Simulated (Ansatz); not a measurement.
**CaZrF6: short molecular dynamics at 450 K**

Computed with Ansatz, DFT PBEsol, scalar-relativistic, plane waves, PAW. Settings: plane waves to 420 eV, k-mesh 2×2×1 (shifted by 0.5, 0.5, 0.0 steps), Fermi–Dirac smearing 0.039 eV. The mesh is coarse. No spin polarisation.

16 atoms, starting at 1.01 times the perfect crystal's volume (space group Fm-3m, the cell as given, not relaxed at this level); Langevin thermostat at 450 K (friction 0.05 fs⁻¹), fixed cell; 67 steps of 4 fs. The run is short and not equilibrated. The time step is on the long side.

First frame:

```
Ca Zr F
1.0
     4.28253    0.00000   -4.28253
    -4.28253    0.00000   -4.28253
     0.00000    8.56506    0.00000
Ca Zr F
2 2 12
Direct
  0.50000 0.50000 0.00000
  0.00000 0.00000 0.50000
  0.50000 0.50000 0.50000
  0.00000 0.00000 0.00000
  0.23619 0.76381 0.00000
  0.73619 0.26381 0.50000
  0.76381 0.23619 0.00000
  0.26381 0.73619 0.50000
  0.50000 0.50000 0.73619
  0.00000 0.00000 0.23619
  0.50000 0.50000 0.26381
  0.00000 0.00000 0.76381
  0.76381 0.76381 0.00000
  0.26381 0.26381 0.50000
  0.23619 0.23619 0.00000
  0.73619 0.73619 0.50000
```

* Mean temperature over the second half: 433 K
* Mean pressure over the second half (kinetic part included): -1.0 GPa
* Mean potential energy above the perfect crystal (as given, at volume ratio 1; besides heat the difference comes from the crystal's own forces of up to 0.16 eV/Å and pressure of -0.6 GPa; its own run had another smearing, without effect beside its gap): 44 meV/atom
* Mean-square drift of Ca from first to last step (mean shift of all atoms removed): 0.01 Å²
* Mean-square drift of F from first to last step (mean shift of all atoms removed): 0.11 Å²
* Mean-square drift of Zr from first to last step (mean shift of all atoms removed): 0.03 Å²

Pair distribution functions g(r), second half of the run, up to half the cell's height:

```
r (Å) Ca-F  F-F  F-Zr
 1.75   0.0  0.0   0.0
 1.85   0.0  0.0   0.7
 1.95   0.0  0.0  11.3
 2.05   0.1  0.0  15.0
 2.15   3.6  0.0   3.6
 2.25  11.0  0.0   0.0
 2.35   6.9  0.0   0.0
 2.45   1.5  0.0   0.0
 2.55   0.8  0.4   0.0
 2.65   0.0  1.3   0.0
 2.75   0.0  2.0   0.0
 2.85   0.0  3.3   0.0
 2.95   0.0  2.6   0.0
```

Along the run (potential energy from its first value; pressure with the kinetic part):

```csv
t (fs),T (K),ΔE_pot (meV/atom),P (GPa)
0.0,422,0.0,-1.0
8.0,388,10.0,-0.2
16.0,312,18.8,1.0
24.0,374,18.5,1.0
32.0,416,15.5,0.0
40.0,434,18.9,-1.1
48.0,314,31.9,-1.4
56.0,350,37.2,-1.3
64.0,528,34.0,-0.7
72.0,526,30.3,-0.2
80.0,418,27.4,-0.9
88.0,361,32.7,-2.4
96.0,320,40.9,-3.2
104.0,437,44.8,-2.9
112.0,414,53.1,-2.3
120.0,486,47.7,-1.5
128.0,370,42.8,-1.2
136.0,458,41.1,-0.7
144.0,269,38.8,-0.8
152.0,452,32.4,-1.5
160.0,609,27.9,-1.9
168.0,530,30.0,-1.2
176.0,463,35.3,-0.3
184.0,354,41.0,-0.5
192.0,439,35.9,-1.9
200.0,374,35.7,-2.7
208.0,427,34.3,-2.4
216.0,472,38.4,-0.4
224.0,404,44.4,0.5
232.0,516,45.9,-0.1
240.0,463,50.8,-0.9
248.0,281,64.6,-0.8
256.0,421,66.3,-0.4
264.0,464,56.9,-0.4
```

Cost: 1 run of about 12 core-minutes (earlier runs that led there not counted), on Arm Neoverse N1 (shared hosts).